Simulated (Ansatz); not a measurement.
Input for Ansatz (plane-wave DFT), YMn2:

```yaml
crystal:
  lattice:
    - [0.0, 3.230169, 3.230169]
    - [3.230169, 0.0, 3.230169]
    - [3.230169, 3.230169, 0.0]
  atoms:
    - { symbol: "Y", position: [0.0, 0.0, 0.0], spin: -0.18 }
    - { symbol: Mn, position: [0.5, 0.5, 0.5], spin: 3.99 }
    - { symbol: Mn, position: [0.75, 0.75, 0.75], spin: 3.56 }
basis:
  ecutwfc: 270
kpoints:
  mp_grid: { grid: [2, 3, 1] }
hamiltonian:
  xc: pbe
scf:
  occupations: { method: gaussian, width: 0.1 }
  lower_state_search: "off"
output:
  forces: true
  stress: true
  eigenvalues: true
  populations: true
magnetization:
  spin_polarized: true
```

Command:

```bash
ansatz run input.yaml --threads 1 --pin off --max-ram 1331MiB --backend cpu --events-out ev --progress --plain --runs-dir out
```

Output, shortened (HF is the Harris–Foulkes energy, dr2 the density residual in eV):

```text
Warning: basis.ecutwfc = 270 eV is below the records' recommended 420 eV, and the density's cutoff is lower with it unless basis.ecutrho_ratio is high enough to keep the records' density cutoff: compare with a run at a higher cutoff
Warning: crystal.symmetry: narrowed to the stabiliser of the k-point mesh — unitary ops 24 → 2; excluded 22 operations that carry a point of the 2×3×1 mesh (shift [0, 0, 0]) off the mesh (the run samples exactly the mesh kpoints.mp_grid names, as under crystal.symmetry.detect: false, and its converged state has the mesh's symmetry, not the crystal's …
Pseudopotential: Y, paw, valence charge 11, recommended cutoff 420 eV (normal)
Pseudopotential: Mn, paw, valence charge 15, recommended cutoff 420 eV (normal)
Crystal: 3 atoms, lattice volume = 67.407 Å³
Basis set: ecut = 270 eV, 645 PW (Γ), exchange–correlation on 50×50×50 points (8 copies of the dense FFT grid, shifted against one another)
Bands: 30, of which v1, the nominal top of the filled ones, is band 21 counted from 1 (20 counted from 0)
Symmetry: 2 space group operations
k-points: 4 of 6 (time reversal used)
Initial density: superposition of atomic densities
Starting moments: Σ|m| = 7.73 μB on 3 of 3 sites
SCF iter   1: HF=-11643.698921 eV  Δρ=9.73e-2 (↑2.56e-2 ↓9.73e-2) dr2=1.28e1  dr2_m=1.08e0  M=6.344 μB ∫|m|=6.615 μB
spin=Collinear: Kerker preconditioning applied to the charge; magnetization (m = ρ↑ − ρ↓) channel mixes plain (no charge-response kernel on spin).
SCF iter   2: HF=-11643.862477 eV  Δρ=7.85e-2 (↑4.85e-2 ↓7.85e-2) dr2=9.76e0  dr2_m=5.33e-1  M=6.667 μB ∫|m|=7.002 μB
SCF iter   3: HF=-11643.405899 eV  Δρ=1.52e-2 (↑1.52e-2 ↓1.46e-2) dr2=5.46e-1  dr2_m=7.49e-2  M=6.663 μB ∫|m|=7.153 μB
SCF iter   4: HF=-11643.490199 eV  Δρ=1.01e-2 (↑1.01e-2 ↓7.17e-3) dr2=2.94e-1  dr2_m=1.40e-2  M=6.666 μB ∫|m|=7.326 μB
   ...
SCF iter  14: HF=-11643.454145 eV  Δρ=5.24e-5 (↑1.62e-5 ↓5.24e-5) dr2=1.25e-6  dr2_m=4.32e-7  M=6.667 μB ∫|m|=7.546 μB
SCF iter  15: HF=-11643.454147 eV  Δρ=2.97e-5 (↑2.30e-5 ↓2.97e-5) dr2=1.57e-6  dr2_m=6.47e-8  M=6.667 μB ∫|m|=7.546 μB
SCF iter  16: F=-11643.454147 eV  HF=-11643.454147 eV  Δρ=6.03e-6 (↑6.03e-6 ↓5.81e-6) dr2=9.38e-8  dr2_m=1.86e-9  M=6.667 μB ∫|m|=7.546 μB
SCF 1 converged in 16 iterations: F = -11643.454147 eV  dr2 = 9.38e-8
SCF converged after 16 iterations
Magnetization: 6.6667 μB (23.8333 up, 17.1667 down)
Absolute magnetization: 7.5479 μB (∫|ρ↑−ρ↓|, with the PAW one-centre terms)
Per-site moments (μB) at R_I (Å): [(-0.1678, 1.1539), (3.5928, 1.1539), (3.2269, 1.1539)]
Free energy (F): -11643.454147 eV
E sigma→0 (E₀):  -11643.441647 eV
Entropy (-TS):   -0.025000 eV (-8.333 meV/atom)
Fermi energy:    10.388525 eV
--- Forces (eV/Å), atoms counted from 1 ---
  atom   1  Y      0.18216476    -0.18216476     0.44939112
  atom   2  Mn     0.03088632    -0.03088632     0.10265871
  atom   3  Mn    -0.21303752     0.21303752    -0.55208901
--- Stress (GPa, compression-positive) ---
       -6.760721      -8.479260       0.476391
       -8.479260      -6.760721      -0.476391
        0.476421      -0.476421       5.425945
  P = ⅓ Tr σ = -2.6985 GPa (-26.985 kbar)
```

These settings were drawn at random to show what each does; none of the numbers is a converged property of the crystal.